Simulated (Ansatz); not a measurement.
## Ionic part of the dielectric constant of Mg$_{3}$CdSe$_{4}$, mode by mode

Method: DFT PBE, scalar-relativistic, plane waves, PAW (Ansatz). Cutoff 420 eV, 6×6×6 k-points (Γ-centred), fixed occupations. No spin polarisation. Phonons by linear response, acoustic sum rule imposed.

Space group P-43m (No. 215), cubic, a = 6.044 Å. Mg is surrounded by 4 Se at 2.60 Å; Cd has 4 Se at 2.68 Å; Se has 3 Mg at 2.60 Å and 1 Cd at 2.68 Å.

The structure comes from a generated guess, relaxed at this level; another structure or a mixture of phases may lie lower.

The primitive cell has V = 220.76 Å³ and ε∞,yy = 5.232. Each polar mode adds Δε = (4.92064×10⁷/V)·S/ν² along y, with S its oscillator strength in e²/amu, ν in cm⁻¹ and V in Å³.

**Question.** From these modes, find each Δε and ε0,yy.
```json
{"ν (cm⁻¹)": "58.41", "S_yy (e²/amu)": "0.00256"}
{"ν (cm⁻¹)": "162.26", "S_yy (e²/amu)": "0.09696"}
{"ν (cm⁻¹)": "261.76", "S_yy (e²/amu)": "0.543"}
{"ν (cm⁻¹)": "288.71", "S_yy (e²/amu)": "0.05867"}
```

**Answer.**
| ν (cm⁻¹) | Δε |
| --- | --- |
| 58.41 | 0.17 |
| 162.26 | 0.82 |
| 261.76 | 1.77 |
| 288.71 | 0.16 |

The sum is 2.92, so ε0,yy = 8.15; the run's tensor has 8.14.

**Question.** Where do the longitudinal modes lie for a wave vector along y?

**Answer.** At 59.00, 169.91, 284.20, 313.63 cm⁻¹. The Lyddane–Sachs–Teller product Π(ν_LO/ν_TO)² = 1.56 agrees with ε0/ε∞ = 1.56.
